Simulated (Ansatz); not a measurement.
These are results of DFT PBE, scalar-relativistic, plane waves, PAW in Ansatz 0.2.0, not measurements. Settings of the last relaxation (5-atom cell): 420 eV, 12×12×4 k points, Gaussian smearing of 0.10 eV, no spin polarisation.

Formation energies are uncorrected and refer to the elements' standard structures at the same level (N₂ as a molecule).

Problem. Propose a candidate for a trigonal metal made of Al, In, N and Sb, with a formation energy near −0.15 eV/atom and a density near 5.8 g/cm³, in a cell of 5 atoms.

Solution. AlInSbN2, space group P3m1 (No. 156). Around Al lie 4 N at 1.90–1.97 Å, 6 Al at 3.20 Å and 3 In at 3.39 Å; In is surrounded by 3 N at 3.02 Å, 6 In at 3.20 Å and 3 Al at 3.39 Å; around Sb lie 3 N at 2.19 Å; N on its first site is surrounded by 3 Al at 1.90 Å and 3 In at 3.02 Å; 1 more site not described.

```cif
data_structure
_symmetry_space_group_name_H-M 'P3m1'
_symmetry_Int_Tables_number 156
_cell_length_a 3.1969
_cell_length_b 3.1969
_cell_length_c 9.4164
_cell_angle_alpha 90.000
_cell_angle_beta 90.000
_cell_angle_gamma 120.000
_cell_volume 83.34
loop_
_atom_site_label
_atom_site_type_symbol
_atom_site_symmetry_multiplicity
_atom_site_Wyckoff_symbol
_atom_site_fract_x
_atom_site_fract_y
_atom_site_fract_z
_atom_site_occupancy
Al1 Al 1 a 0.00000 0.00000 0.36132 1
In1 In 1 b 0.33333 0.66667 0.05898 1
Sb1 Sb 1 c 0.66667 0.33333 0.69648 1
N1 N 1 c 0.66667 0.33333 0.31222 1
N2 N 1 a 0.00000 0.00000 0.57101 1
```

The volume per atom is 16.7 Å³ and the density is 5.8 g/cm³. The energy over the elements is −0.15 eV/atom. The gap on the 12×12×4 mesh of the 5-atom cell is 0 eV (a metal).

It was reached by relaxing an invented guess, and it needn't be the stable form of this composition. Other answers may fit too; this one was computed.

Weakly bound directions are ill-defined at this level, which has no dispersion term. Spin–orbit coupling, which can matter for Sb, is left out. An odd number of electrons in the primitive cell allows no gap without spin; a larger cell or a magnetic state could open one. A structure relaxed within its symmetry needn't be a true minimum.
